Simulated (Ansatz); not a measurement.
ZrS (rock salt, Fm-3m) under volume change, plane-wave PAW r²SCAN (Ansatz code), scaled uniformly.

```json
[
 {"V (Å³/atom)": "16.219", "E − E(relaxed) (meV/atom)": "74.8", "P (GPa)": "16.26"},
 {"V (Å³/atom)": "16.754", "E − E(relaxed) (meV/atom)": "31.4", "P (GPa)": "9.93"},
 {"V (Å³/atom)": "17.289", "E − E(relaxed) (meV/atom)": "7.4", "P (GPa)": "4.56"},
 {"V (Å³/atom)": "17.823", "E − E(relaxed) (meV/atom)": "0.0", "P (GPa)": "0.00"},
 {"V (Å³/atom)": "18.358", "E − E(relaxed) (meV/atom)": "6.6", "P (GPa)": "-3.87"},
 {"V (Å³/atom)": "18.893", "E − E(relaxed) (meV/atom)": "25.2", "P (GPa)": "-7.16"},
 {"V (Å³/atom)": "19.428", "E − E(relaxed) (meV/atom)": "53.9", "P (GPa)": "-9.95"}
]
```

Question: What does a third-order Birch–Murnaghan fit give for V₀, B₀ and B′?

Answer: V₀ = 17.82 Å³/atom, B₀ = 140 GPa, B′ = 4.4.

The workflow started from an entry of the Crystallography Open Database (COD), which files this formula under 2 space groups. Whether it is the stable phase at ambient conditions was not checked. The r²SCAN relaxation kept the symmetry of its start; whether a distortion lowers the energy is not shown. The run is not spin-polarised.

Potentials: the later of the program's two PAW sets.
